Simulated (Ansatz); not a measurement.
Input file for Ansatz (a program for electronic structure):

Ansatz 0.2 input:
```yaml
crystal:
  lattice:
    - [-1.7314079634, 1.7314079634, 5.8674352422]
    - [1.7314079634, -1.7314079634, 5.8674352422]
    - [1.7314079634, 1.7314079634, -5.8674352422]
  atoms:
    - { symbol: Ta, position: [0.7501707685, 0.2501707685, 0.5] }
    - { symbol: Ta, position: [0.0001707685, 0.0001707685, 0.0] }
    - { symbol: As, position: [0.3324292314, 0.8324292314, 0.5] }
    - { symbol: As, position: [0.5824292314, 0.5824292314, 0.0] }
kpoints:
  mp_grid: { grid: [8, 8, 8] }
hamiltonian:
  xc: hse06
  pseudopotentials: { kind: paw }
scf:
  n_extra_bands: 6
  occupations: { method: gaussian, width: 0.02 }
output:
  eigenvalues: true
  eigenstates:
    e_range: [-9.0, 8.0]
    kpoints:
      - [0.0, 0.0, 0.0]  # GAMMA
      - [0.5, 0.5, -0.5]  # M
      - [0.0, 0.0, 0.5]  # X
      - [0.25, 0.25, 0.25]  # P
      - [0.0, 0.5, 0.0]  # N
      - [-0.2717691875, 0.2717691875, 0.2717691875]  # S_0
      - [0.2717691875, 0.7282308125, -0.2717691875]  # S
      - [-0.043538375, 0.043538375, 0.5]  # R
      - [0.5, 0.5, -0.043538375]  # G
```

Output (shortened):

```
basis.fft_grid_basis auto: the FFT boxes are laid along the combinations [[1, 0, 1], [0, 1, 1], [0, 0, 1]] of the cell's own vectors, 3.463, 3.463 and 6.358 Å …
Pseudopotential: Ta, paw, valence charge 13
Pseudopotential: As, paw, valence charge 15
Functional definition: HSE06
Crystal: 4 atoms, lattice volume = 70.357 Å³
Basis set: ecut = 420 eV, 1395 PW (Γ), FFT grids on a1+a3, a2+a3, a3
Bands: 34, of which v1, the nominal top of the filled ones, is band 28 counted from 1 (27 counted from 0)
Symmetry: 8 space group operations
Space group: I41md (ITA 109), of the structure as read, at distance tolerance 4.1e-5 Å
k-points: 59 of 512 (time reversal used)
SCF iter   1: F=—  HF=-29578.955253 eV  |F-HF|=—  |Δ(HF+E_count)|=         —  Δρ=1.02e-2  dr2=9.69e-2  ethr=1.77e-3  ⟨swp⟩=5.3  Hψ=7787  notcnv=0
preconditioner: auto → Kerker (q_TF=auto, 2.626 Å⁻¹)
SCF iter   2: F=—  HF=-29578.938351 eV  |F-HF|=—  |Δ(HF+E_count)|=   1.69e-2  Δρ=5.91e-3  dr2=3.22e-2  ethr=1.73e-4  ⟨swp⟩=2.9  Hψ=4226  notcnv=0
preconditioner: auto → none
iter 3 solved again at ethr=5.80e-7 eV; its pass at ethr=5.75e-5 eV (dr2=3.25e-4 eV) is discarded
SCF iter   3: F=—  HF=-29578.932207 eV  |F-HF|=—  |Δ(HF+E_count)|=   6.14e-3  Δρ=7.87e-4  dr2=3.25e-4  ethr=5.80e-7  ⟨swp⟩=3.0  Hψ=10038  notcnv=0  defer=2
SCF iter   4: F=—  HF=-29578.931885 eV  |F-HF|=—  |Δ(HF+E_count)|=   3.22e-4  Δρ=2.50e-4  dr2=3.19e-5  ethr=5.80e-7  ⟨swp⟩=4.0  Hψ=5716  notcnv=0
SCF iter   5: F=—  HF=-29578.931878 eV  |F-HF|=—  |Δ(HF+E_count)|=   6.83e-6  Δρ=1.12e-4  dr2=1.32e-5  ethr=5.70e-8  ⟨swp⟩=4.0  Hψ=5554  notcnv=0
SCF iter   6: F=—  HF=-29578.931875 eV  |F-HF|=—  |Δ(HF+E_count)|=   3.72e-6  Δρ=2.30e-5  dr2=5.26e-7  ethr=2.36e-8  ⟨swp⟩=3.0  Hψ=4132  notcnv=0
SCF iter   7: F=—  HF=-29578.931875 eV  |F-HF|=—  |Δ(HF+E_count)|=   1.22e-7  Δρ=2.57e-6  dr2=5.39e-9  ethr=9.39e-10  ⟨swp⟩=4.0  Hψ=4770  notcnv=0
SCF iter   8: F=-29578.931875 eV  HF=-29578.931875 eV  |F-HF|=5.46e-11  |Δ(HF+E_count)|=  5.53e-10  Δρ=6.01e-7  dr2=1.39e-10  ethr=9.62e-12  ⟨swp⟩=4.0  Hψ=5404  notcnv=0
SCF 1 converged in 8 iterations: F = -29578.931875 eV  dr2 = 1.39e-10
Crystal: 4 atoms, lattice volume = 70.357 Å³
Exchange kernel: α = 0.2500, screened, ω = 0.2079 Å⁻¹, Wigner–Seitz truncation, v(0) = 1046.9230 eV·Å³, q-mesh 8×8×8, nearest image of the exchange supercell L …
Frozen-core exchange: fock
iter 1 solved again at ethr=6.92e-5 eV; its pass at ethr=1.00e-1 eV (dr2=3.87e-2 eV) is discarded
SCF iter   1: F=—  HF=-29582.795154 eV  |F-HF|=—  |Δ(HF+E_count)|=         —  Δρ=7.60e-3  dr2=6.07e-2  ethr=6.92e-5  ⟨swp⟩=4.4  Hψ=10585  notcnv=0
preconditioner: auto → none
SCF iter   2: F=—  HF=-29582.765718 eV  |F-HF|=—  |Δ(HF+E_count)|=   2.94e-2  Δρ=3.62e-3  dr2=1.54e-2  ethr=6.92e-5  ⟨swp⟩=4.0  Hψ=6127  notcnv=0
preconditioner: auto → Kerker (q_TF=auto, 2.626 Å⁻¹)
SCF iter   3: F=—  HF=-29582.763148 eV  |F-HF|=—  |Δ(HF+E_count)|=   2.57e-3  Δρ=1.98e-3  dr2=3.09e-3  ethr=1.77e-5  ⟨swp⟩=3.0  Hψ=4519  notcnv=0
SCF iter   4: F=—  HF=-29582.775707 eV  |F-HF|=—  |Δ(HF+E_count)|=   1.26e-2  Δρ=1.08e-3  dr2=1.04e-3  ethr=3.43e-6  ⟨swp⟩=4.0  Hψ=6200  notcnv=0
SCF iter   5: F=—  HF=-29582.775223 eV  |F-HF|=—  |Δ(HF+E_count)|=   4.84e-4  Δρ=2.73e-4  dr2=1.17e-4  ethr=1.80e-6  ⟨swp⟩=3.0  Hψ=4114  notcnv=0
SCF iter   6: F=—  HF=-29582.775612 eV  |F-HF|=—  |Δ(HF+E_count)|=   3.89e-4  Δρ=2.65e-4  dr2=6.11e-5  ethr=1.03e-7  ⟨swp⟩=4.4  Hψ=5638  notcnv=0
SCF iter   7: F=-29582.775592 eV  HF=-29582.775592 eV  |F-HF|=1.74e-7  |Δ(HF+E_count)|=   2.03e-5  Δρ=3.28e-5  dr2=4.23e-6  ethr=1.02e-7  ⟨swp⟩=3.0  Hψ=4143  notcnv=0
SCF 2 stopped early in 7 iterations: F = -29582.775592 eV  dr2 = 4.23e-6
hybrid outer 1: dexx = +1.551e-2 eV, tail = 9.88e-5 eV
Crystal: 4 atoms, lattice volume = 70.357 Å³
Exchange kernel: α = 0.2500, screened, ω = 0.2079 Å⁻¹, Wigner–Seitz truncation, v(0) = 1046.9230 eV·Å³, q-mesh 8×8×8, nearest image of the exchange supercell L …
Frozen-core exchange: fock
SCF iter   1: F=—  HF=-29582.776010 eV  |F-HF|=—  |Δ(HF+E_count)|=         —  Δρ=8.43e-5  dr2=4.47e-6  ethr=8.82e-7  ⟨swp⟩=5.1  Hψ=4650  notcnv=0
preconditioner: auto → none
SCF iter   2: F=—  HF=-29582.776013 eV  |F-HF|=—  |Δ(HF+E_count)|=   3.28e-6  Δρ=4.08e-5  dr2=1.07e-6  ethr=6.43e-9  ⟨swp⟩=4.0  Hψ=5970  notcnv=0
iter 3 solved again at ethr=1.34e-10 eV; its pass at ethr=1.38e-9 eV (dr2=7.51e-8 eV) is discarded
SCF iter   3: F=—  HF=-29582.776013 eV  |F-HF|=—  |Δ(HF+E_count)|=   2.54e-7  Δρ=1.60e-5  dr2=1.56e-7  ethr=1.34e-10  ⟨swp⟩=3.2  Hψ=8343  notcnv=0  defer=10
SCF iter   4: F=-29582.776013 eV  HF=-29582.776013 eV  |F-HF|=2.37e-8  |Δ(HF+E_count)|=   6.07e-7  Δρ=5.90e-6  dr2=2.74e-8  ethr=1.31e-10  ⟨swp⟩=4.3  Hψ=5956  notcnv=0
SCF 3 converged in 4 iterations: F = -29582.776013 eV  dr2 = 2.74e-8
hybrid outer 2: dexx = +2.843e-6 eV, tail = 1.06e-7 eV, Δε = 3.45e-3 eV (about 1.66e-4 eV left of the loop's levels)
the last iteration of the SCF fills more bands at one k-point than at another …
NSCF: frozen V_eff on 9 k-points
hybrid SCF converged: 2 outer / 11 inner (+8 warm-up), last move |dexx| = 2.84e-6 eV, tail = 1.06e-7 eV
Stability not checked (fock_operator)
Free energy (F): -29582.776011 eV
Frozen-core exchange: fock
Harris-Foulkes:  -29582.776011 eV  (|F-HF|=2.37e-8)
Internal energy: -29582.775729 eV  (E = F + TS)
E sigma→0 (E₀):  -29582.775870 eV
Entropy (-TS):   -0.000282 eV (-0.071 meV/atom)
Fermi energy:    16.900283 eV
--- Per-component energies (eV) ---
  E_band       = -701.475153
  E_kinetic    = 936.062815
  E_local      = -4066.822239  (includes V_loc(G=0)·N_el)
  E_nonlocal   = -1308.616542
  E_hartree    = 2104.680001
  E_xc         = -478.110650
  E_vxc        = -453.704992  (∫ρ·V_xc dr)
  E_exx        = -194.753031  (= α·E_x^exact, valence–valence)
  E_paw        = -20389.344410  (= ΣΔE_a)
  E_vpaw       = 371.749132  (= ΣTr[D̂ρ^β])
  E_aug_tail   = 0.000308  (compensation charges beyond the density's cutoff)
  E_ewald      = -6177.645522
  E_core_change = -8.226459  (= ΣΔE_core)
  E_smearing   = -0.000282  (= −TS)
  E_closure    =  0.000000  (closes the sum)
  Σ components = -29582.776011   (vs F -29582.776011, Δ=0.00e0)
  [band-id]    e_kinetic+e_local+e_nonlocal+2·e_hartree+e_vxc+2·e_exx+e_vpaw+e_augmentation_tail = -701.477577   (vs E_band -701.475153, Δ=-2.42e-3)
--- Band table (eV; the first three rows and the last of 59) ---
  k-point 0: bands = ["-55.4602", "-55.4467", "-22.6897", "-22.6897", "-22.6732", "-22.6716", "-22.6653", "-22.6635", "-22.6627", "-22.6602", "-22.6602", "-22.6555", "-20.6911", "-20.5969", "-20.5969", "-20.4588", "-20.4588", "-20.3849", "1.2220", "4.0131", …
  k-point 1: bands = ["-55.4581", "-55.4455", "-22.6923", "-22.6893", "-22.6717", "-22.6700", "-22.6697", "-22.6696", "-22.6615", "-22.6597", "-22.6564", "-22.6547", "-20.6780", "-20.6214", "-20.6186", "-20.4871", "-20.4764", "-20.3839", "1.6690", "4.1775", …
  k-point 2: bands = ["-55.4527", "-55.4429", "-22.6986", "-22.6848", "-22.6827", "-22.6773", "-22.6684", "-22.6674", "-22.6595", "-22.6587", "-22.6528", "-22.6519", "-20.7026", "-20.6807", "-20.6083", "-20.5485", "-20.5186", "-20.3892", "2.7873", "4.4341", …
  k-point 58: bands = ["-55.4535", "-55.4535", "-22.6932", "-22.6932", "-22.6705", "-22.6705", "-22.6644", "-22.6644", "-22.6611", "-22.6611", "-22.6563", "-22.6563", "-20.6082", "-20.6082", "-20.5400", "-20.5400", "-20.4477", "-20.4477", "2.3326", "2.3326", …
```

Cost: very roughly 25 core-minutes on shared cores.

Space group I4_1md. The PBE relaxation kept the symmetry of its start; of distortions, only those at the zone centre were tested. The run is not spin-polarised. Scalar-relativistic: spin–orbit coupling is off unless named, which matters more the heavier the elements.

Potentials: the later of the program's two PAW sets.

Ansatz is a plane-wave DFT program.
